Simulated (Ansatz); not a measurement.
Zone-centre phonons of Hf2S: input and output

All numbers below come from DFT LDA, scalar-relativistic, plane waves, PAW (Ansatz 0.2.0).

Launched with:
```bash
ansatz run input.yaml --threads 2 --pin off --max-ram 6144MiB --backend cpu --events-out ev --progress --plain --runs-dir out
```

Input (bare energies are in eV):
```yaml
crystal:
  lattice:
    - [3.312826188, 0.0, 0.0]
    - [-1.656413094, 2.8689916372, 0.0]
    - [0.0, 0.0, 11.6063249001]
  atoms:
    - { symbol: Hf, position: [0.6666666667, 0.3333333333, 0.8988305117] }
    - { symbol: Hf, position: [0.3333333333, 0.6666666667, 0.3988305117] }
    - { symbol: Hf, position: [0.6666666667, 0.3333333333, 0.6011694883] }
    - { symbol: Hf, position: [0.3333333333, 0.6666666667, 0.1011694883] }
    - { symbol: S, position: [0.0, 0.0, 0.75] }
    - { symbol: S, position: [0.0, 0.0, 0.25] }
basis:
  ecutwfc: 420
kpoints:
  mp_grid: { grid: [12, 12, 4] }
hamiltonian:
  xc: lda
scf:
  occupations: { method: fermi_dirac, width: 0.15 }
output:
  eigenvalues: true
phonons:
  method: dfpt
  eigenvectors: true
```

Results section of the output:
```
--- Phonons (Γ-DFPT): 4 representative perturbations + reference, on 164 of 576 k-points (Σ response iterations 17) ---
  k mesh reduced under 2 symmetry operations, with k and −k counted as one. Each operation leaves every solved perturbation unchanged. A smaller set is not used because it would not reduce the number of displacements ...
  ASR residual: 5.201e-4 → 0.000e0 eV/Å²; symmetrization residual: 1.949e-5 eV/Å²
  ASR residual per site (eV/Å²): 5.20e-4 5.20e-4 5.20e-4 5.20e-4 9.03e-5 9.03e-5
  Γ frequencies (cm⁻¹): 0.00 0.00 0.00 73.32 73.32 84.39 84.39 111.61 111.61 118.09 134.33 152.76 270.89 270.89 277.56 277.56 329.50 330.41
  non-analytic LO–TO correction: not included (Born effective charges unavailable; polar crystals: no LO–TO splitting at Γ)
```

Time: 7.1 min on 2 threads of Arm Neoverse V2 (shared host), peak memory 3.8 GiB.

In a metal, frequencies and elastic constants depend on the k mesh and the smearing, soft modes and shear constants most. Spin–orbit coupling is left out, which matters for heavy elements. A semilocal functional can close a gap that the real compound has.